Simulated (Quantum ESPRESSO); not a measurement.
## TiNbZrF3O5 (convergence and cost over cutoff and k mesh)

A calculation, not a measurement. The program is pw.x of Quantum ESPRESSO 7.5 (plane-wave density functional theory). The cell is made up: 11 atoms on a fluorite lattice with one site empty, with randomly drawn elements, strain and displacements, not relaxed. PseudoDojo standard norm-conserving files (v0.5 for PBE, v0.4.1 for LDA and PBEsol) set the functional; there is no spin polarisation, spin-orbit coupling or dispersion term, and the masses in the input are unused placeholders.

Input of the run in row 2:

```
&control calculation='scf', pseudo_dir='./dojo.nc.sr.pbe.v0_5.standard.upf', outdir='./o', disk_io='low', tprnfor=.true., tstress=.true. /
&system ibrav=0, nat=11, ntyp=5, nbnd=50, ecutwfc=84.00895049, nosym=.true., tot_charge=0,
 occupations='smearing', smearing='fd', degauss=0.0018374661
/
&electrons conv_thr=7.350e-09, electron_maxstep=60, /
ATOMIC_SPECIES
F 1.0 F.upf
Nb 1.0 Nb.upf
O 1.0 O.upf
Ti 1.0 Ti.upf
Zr 1.0 Zr.upf
CELL_PARAMETERS angstrom
4.945 -0.0563 0.0379
-0.0563 4.9558 0.0108
0.0379 0.0108 4.973
ATOMIC_POSITIONS angstrom
Ti -0.0725 -0.1079 0.0316
Nb 2.4766 -0.072 2.513
Zr 2.4447 2.3943 -0.0458
F 1.2118 1.3183 1.2759
O 1.2354 1.3123 3.6959
O 1.2505 3.7296 1.2849
F 1.165 3.6898 3.593
O 3.6622 1.1791 1.3162
F 3.5023 1.1703 3.6807
O 3.6055 3.6687 1.2761
O 3.624 3.5975 3.8342
K_POINTS automatic
5 5 5 1 1 1
```

The same cell was run at these settings. Meshes are shifted by half a step, and differences are from the last row, which is itself not exact.

```
cutoff (eV)     k mesh  k points solved  threshold (eV)  free energy less the last row's (eV)  pressure (GPa)  largest stress difference (GPa)  largest force difference (eV/Å)  iterations  wall time (s)  k-point pools                  processor
        800  2 x 2 x 2                4           1e-04                                 1.503          -15.91                            17.21                            0.081          14             13              4  Intel Xeon, 2023 or later
       1143  5 x 5 x 5               63           1e-07                                 0.003            0.99                             0.04                            0.001          18            185              4  Intel Xeon, 2023 or later
       1467  7 x 7 x 7              172           1e-07                                 0.000            1.03                             0.00                            0.000          19            906              4  Intel Xeon, 2023 or later
```

Each pool is one process. Wall times include start-up and a band step at six k points, which weighs most on the coarsest meshes. The runs were on shared virtual cores whose load varied, so times are rough.